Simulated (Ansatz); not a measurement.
SiS2 in space group Ibam (No. 72; S on 8j, Si on 4a), r²SCAN+D4 (plane waves, PAW; program Ansatz). The conduction-band minimum lies on the G0–X line, 44 % of the way from G0, with 2 equivalent valleys. Second derivatives d²E/dk² of the lowest band at one valley (eV·Å²), along Cartesian directions:

```csv
direction,d²E/dk²
[100],10.75
[010],7.899
[001],7.584
[110],9.319
[101],9.166
[011],7.743
```

Problem. Find the principal effective masses, the density-of-states mass and the conductivity mass.

Solution. Off-diagonal terms follow from H_xy = H[110] − (H_xx + H_yy)/2, and m*/mₑ = 7.620 eV·Å² over each eigenvalue: 0.71, 0.96, 1.0. One valley's DOS mass (m₁m₂m₃)^(1/3) = 0.88, conductivity mass 3/(Σ 1/mᵢ) = 0.87 mₑ.

Problem. What effective density of states Nc follows at 300 K for parabolic valleys?

Solution. Nc = 2.509e19 × 2 × (0.88)^(3/2) ≈ 4.1e19 cm⁻³.

The r²SCAN+D4 relaxation kept the symmetry of its start.

Potentials: the later of the program's two PAW sets.

Edges and masses are those of Kohn–Sham bands, whose gap is no quasiparticle gap.
